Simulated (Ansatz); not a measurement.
A geometry of Ru away from equilibrium: step 2 of the relaxation of a relaxed Ru cell displaced along its unstable phonon at q = Γ (79i cm⁻¹), largest move 0.15 Å. Method: PBE (plane waves to 420 eV, PAW, scalar-relativistic; Ansatz, an electronic-structure program). Γ-centred k-mesh 13×13×7 on the run's cell (coarser than for final values), Fermi–Dirac smearing 0.05 eV.

```xyz
4
Lattice="1.3257 -4.3446 0.0000 1.3576 4.3544 0.0000 0.0000 0.0000 4.9283" Properties=species:S:1:pos:R:3:forces:R:3 pbc="T T T" free_energy=-23513.354 pressure_GPa=-0.1
Ru     1.1621     0.0031     1.9019   -0.1996   -0.0734    0.0450
Ru     1.5211     0.0067     4.3660    0.1996    0.0734    0.0450
Ru     1.3175     2.3545     3.0264    0.0061    0.0447   -0.0450
Ru     1.3658    -2.3446     0.5623   -0.0061   -0.0447   -0.0450
```

Positions in Å, forces in eV/Å, free energy of the cell in eV (comparable only within this code, potentials and settings). Largest force: 0.22 eV/Å, on Ru1, Ru2 (atoms numbered as listed); the geometry lies 0.40 eV/atom above the end of its relaxation.

No spin polarisation in the result.

The run could not lose the symmetry of its start.

Of the parent cell (Cmc2₁ (No. 36)): it is a generated cell of Ru: the first start was made by placing the elements on the sites of a structure type, and the end was not matched to a known phase here, so it may be hypothetical. Known forms of Ru include space group No. 194.
